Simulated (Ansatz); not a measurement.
Tl:
```
CELL_PARAMETERS angstrom
      3.52213     0.00000     0.00000
     -1.76107     3.05025     0.00000
      0.00000     0.00000     5.59747
ATOMIC_POSITIONS crystal
  Tl 0.33333 0.66667 0.75000
  Tl 0.66667 0.33333 0.25000
```

Relaxed with r²SCAN. Special points in fractions of this cell's reciprocal vectors: Γ (0.000, 0.000, 0.000); M (0.500, 0.000, 0.000); K (0.333, 0.333, 0.000); A (0.000, 0.000, 0.500); L (0.500, 0.000, 0.500); H (0.333, 0.333, 0.500).

List the band energies nearest the Fermi level at these points for r²SCAN (plane waves, PAW; program Ansatz).

In eV from the Fermi level; about four levels below and three above (degenerate sets whole), none deeper than 8.9 eV; points with the same levels are listed once.

```
k                    below                          above
-  -----------------------  -----------------------------
Γ              -5.40 -2.75            7.72 7.72 9.79 9.79
M        -6.12 -4.92 -0.81                 0.52 1.32 3.78
K        -4.96 -4.96 -1.27                 1.69 1.69 2.79
A              -8.76 -8.76  3.33 3.33 8.70 8.70 8.70 8.70
L  -5.09 -5.09 -2.22 -2.22            5.43 5.43 6.05 6.05
H  -4.49 -4.49 -0.92 -0.92            0.24 0.24 7.57 7.57
```

Space group P6_3/mmc (hcp (Mg type)). The r²SCAN relaxation kept the symmetry of its start; of distortions, only those at the zone centre were tested. Spin–orbit coupling is left out wherever it is not named.

Potentials: the later of the program's two PAW sets.
